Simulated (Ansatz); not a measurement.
HgSe (zinc blende)

```xyz
2
Lattice="0.0000 3.0667 3.0667 3.0667 0.0000 3.0667 3.0667 3.0667 0.0000" Properties=species:S:1:pos:R:3 pbc="T T T"
Se     1.5333     1.5333     1.5333
Hg     0.0000     0.0000     0.0000
```

This relaxed cell (volume V₀) is scaled evenly in all directions, its shape held. Symmetry pins the atoms to their sites.

Computed with PBEsol (plane waves to 420 eV, PAW, scalar-relativistic; Ansatz, a first-principles code). k mesh 9×9×9 (Γ-centred), Fermi-Dirac smearing 0.05 eV. Energies are smeared free energies. At this level the bands of HgSe touch or barely overlap. HgSe was relaxed with its symmetry unable to fall. Spin-orbit coupling is left out, though Hg is heavy. ΔE is measured from the relaxed starting cell.

### Question
Give the computed ΔE (meV/atom) at V/V₀ = 0.867, 0.893, 0.920, 0.947, 1.080, 1.107, 1.133, 1.160.

### Answer
```json
[
 {"V/V₀": "0.867", "ΔE (meV/atom)": "110"},
 {"V/V₀": "0.893", "ΔE (meV/atom)": "66"},
 {"V/V₀": "0.920", "ΔE (meV/atom)": "35"},
 {"V/V₀": "0.947", "ΔE (meV/atom)": "15"},
 {"V/V₀": "1.080", "ΔE (meV/atom)": "25"},
 {"V/V₀": "1.107", "ΔE (meV/atom)": "43"},
 {"V/V₀": "1.133", "ΔE (meV/atom)": "64"},
 {"V/V₀": "1.160", "ΔE (meV/atom)": "88"}
]
```

(A scan under strain: stresses follow from slopes of the energy per volume, elastic moduli from its curvatures.)
